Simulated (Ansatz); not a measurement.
This cell of Lu (hcp, Mg type) is off equilibrium:

```yaml
crystal:
  lattice:
    - [3.50707, 0.00000, 0.00000]
    - [-1.75353, 3.03721, 0.00000]
    - [0.00000, 0.00000, 5.46215]
  atoms:
    - { symbol: Lu, position: [0.41984, 0.72999, 0.75000] }
    - { symbol: Lu, position: [0.66667, 0.33333, 0.25000] }
```

Calculation: PBE (plane waves to 420 eV, PAW, scalar-relativistic; Ansatz, a program for electronic structure). k mesh 12×12×7 (Γ-centred), Fermi-Dirac smearing 0.05 eV. Energies are smeared free energies. Compression counts positive. With partly filled bands, energies and forces of such displacements shift with the k mesh and the smearing. Lu is run without spin polarisation. Lu was relaxed with its symmetry unable to fall. The PAW data are Ansatz's earlier set.

### Question
What forces act on the atoms (eV/Å, Cartesian)?

### Answer
| atom | Fx | Fy | Fz |
|---|---|---|---|
| Lu1 | -0.241 | -0.292 | 0.000 |
| Lu2 | 0.241 | 0.292 | 0.000 |

### Question
Give the stress tensor in GPa and the pressure.

### Answer
```
   -0.9     -0.8      0.0
   -0.8      0.5      0.0
    0.0      0.0      0.7
```
The pressure, a third of the trace, is 0.1 GPa.

### Question
In it atom 1 sits (0.192, 0.192, 0.000) Å away from its relaxed site. What is its energy relative to the relaxed cell?

### Answer
54 meV/cell.

(A displaced cell: forces are minus the slopes of the energy, force constants its curvatures, and phonons follow from these.)
